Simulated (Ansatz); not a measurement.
One crystal and one scan (scan of one atom of the cell) at two levels, PBE (plane waves to 420 eV, PAW, scalar-relativistic; Ansatz, an electronic-structure program) and r2SCAN (plane waves to 500 eV, PAW, scalar-relativistic; Ansatz), each from its own relaxed cell and on its own mesh. The cell shown is that of PBE.

NiO (rock salt)

```xyz
2
Lattice="0.0000 2.1079 2.1079 2.1079 0.0000 2.1079 2.1079 2.1079 0.0000" Properties=species:S:1:pos:R:3 pbc="T T T"
O      0.0000     0.0000     0.0000
Ni     2.1079     2.1079     2.1079
```

In each cell atom 1 (O, nearest neighbour Ni at 2.108 Å; its periodic images, 3.0 Å or more away, move with it) moves by s·(0.577, 0.577, 0.577) (along Cartesian [111]), the rest being held.

Energies are smeared free energies. NiO is run spin-polarised and with no Hubbard U; the real compound is an antiferromagnetic insulator, a state that this run doesn't describe. NiO was relaxed with its symmetry unable to fall. Relaxed NiO ends ferromagnetic. Other magnetic orders were not checked, so this need not be the ground state. (PBE) Relaxed NiO ends ferromagnetic. (r2SCAN) Relaxed NiO ends ferromagnetic. With partly filled bands, energies and forces of such displacements shift with the k mesh and the smearing. Both scans cover s from -0.210 to 0.210 Å.

ΔE (meV/cell), each from the undisplaced structure of its own level:

```csv
s (Å),PBE,r2SCAN
-0.210,29.0,82.9
-0.168,18.2,51.3
-0.126,10.8,28.0
-0.084,5.2,withheld
-0.042,1.4,3.0
0.000,0.0,0.0
0.042,1.4,3.0
0.084,5.2,withheld
0.126,10.8,28.0
0.168,18.2,51.3
0.210,29.0,82.9
```

Estimate the r2SCAN value at -0.084 from the PBE value there and the ratio of the two levels in the two nearest given rows on that side of the minimum.

At -0.126 and -0.168 the ratio r2SCAN/PBE averages 2.706, which gives 2.706 × 5.2 = 14.1 meV/cell. The calculation gives 12.2 meV/cell, +134.6 % against PBE.

(A displaced cell: forces are minus the slopes of the energy, force constants its curvatures, and phonons follow from these.)
